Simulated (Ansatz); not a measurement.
Cell and atoms are relaxed with the symmetry kept. Start:

Space group Cmcm (No. 63). a = 2.904 Å, b = 9.396 Å, c = 7.341 Å, α = 90.00°, β = 90.00°, γ = 90.00°
```json
{"atom": "Re", "site": "4c", "symmetry": "m2m", "x": "0.0000", "y": "0.4237", "z": "0.7500"}
{"atom": "Re", "site": "8f", "symmetry": "m..", "x": "0.0000", "y": "0.1330", "z": "0.5656"}
{"atom": "B", "site": "4c", "symmetry": "m2m", "x": "0.5000", "y": "0.2451", "z": "0.7500"}
```

The calculation used DFT LDA, scalar-relativistic, plane waves, PAW (Ansatz 0.2.0).

Settings: cutoff 420 eV, Γ-centred mesh 12×12×6 on the computed 8-atom cell, Gaussian smearing of 0.10 eV; no spin polarisation.

Task: What does it relax to?

Result: The volume goes down by 0.49 Å³/atom to 12.03 Å³/atom, and the energy falls by 23.7 meV/atom. Final structure:
```xyz
8
Lattice="1.4327 -4.6404 0.0000 1.4327 4.6404 0.0000 0.0000 0.0000 7.2377" Properties=species:S:1:pos:R:3 pbc="T T T"
Re    1.4327   -0.7020    1.8094
Re    1.4327    0.7020    5.4283
Re    1.4327   -3.4057    0.4714
Re    1.4327    3.4057    4.0902
Re    1.4327    3.4057    6.7664
Re    1.4327   -3.4057    3.1475
B     1.4327    2.2783    1.8094
B     1.4327   -2.2783    5.4283
```

Course of the relaxation (steps run on the plane waves of an earlier cell, and the basis is chosen afresh near the end, so energy and pressure can step there; trial steps that raised the energy were taken back; energies are free energies):

```
step E − E_final (meV/atom) largest force component (eV/Å) P (GPa) V (Å³/atom)
   1                    23.7                           0.056   -14.93        12.52
   2                   108.0                           1.282    37.18        11.14
   3                     0.4                           0.071    -2.57        12.10
   4                    -0.4                           0.043     0.07        12.03
   5                    -0.4                           0.008     0.01        12.03
   6                    -0.4                           0.001     0.00        12.03
   7                     0.0                           0.001    -0.02        12.03
```

Spin–orbit coupling is left out, which can shift energies with elements as heavy as these.

Cost: 1 run of about 6.3 core-minutes, on Arm Neoverse V2 (shared hosts).